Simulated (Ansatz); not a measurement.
Free-standing sheet of SnSe₂, relaxed with PBE+D3(BJ):

```
CELL_PARAMETERS angstrom
3.82468 0.00000 0.00000
-1.91234 3.31227 0.00000
0.00000 0.00000 32.37601
ATOMIC_POSITIONS crystal
Se 0.66667 0.33333 0.45056
Sn 0.00000 0.00000 0.50000
Se 0.33333 0.66667 0.54944
```

Theory: DFT PBE+D3(BJ), scalar-relativistic, plane waves, PAW (Ansatz). Settings: cutoff 420 eV, Γ-centred mesh 12×12×1 on the computed 3-atom cell, Gaussian smearing of 0.02 eV; no spin polarisation. No periodic images along c.

```json
{
 "Band gap on the sampled k points": "0.76 eV",
 "Least direct gap": "1.12 eV",
 "Ionisation potential from the Kohn-Sham band edge": "5.96 eV",
 "Electron affinity from the Kohn-Sham band edge": "5.19 eV"
}
```

Question: What does HSE06+D3(BJ) give at the same atoms (6×6×1 mesh, 420 eV)?

Answer: Band gap on the sampled k points 1.41 eV; least direct gap 1.79 eV; ionisation potential from the Kohn-Sham band edge 6.51 eV; electron affinity from the Kohn-Sham band edge 5.10 eV.

Question: What does r2SCAN give at the same atoms (12×12×1 mesh, 500 eV)?

Answer: Band gap on the sampled k points 1.04 eV; least direct gap 1.40 eV; ionisation potential from the Kohn-Sham band edge 6.28 eV; electron affinity from the Kohn-Sham band edge 5.24 eV.

Question: What does PBE+D3(BJ) with spin-orbit coupling give at the same atoms (12×12×1 mesh, 420 eV)?

Answer: Band gap on the sampled k points 0.72 eV; least direct gap 1.11 eV; ionisation potential from the Kohn-Sham band edge 5.90 eV; electron affinity from the Kohn-Sham band edge 5.18 eV.

Cost: 4 runs of about 21 core-minutes in all, on Arm Neoverse V1, Intel Xeon Processor @ 2.70GHz (shared hosts).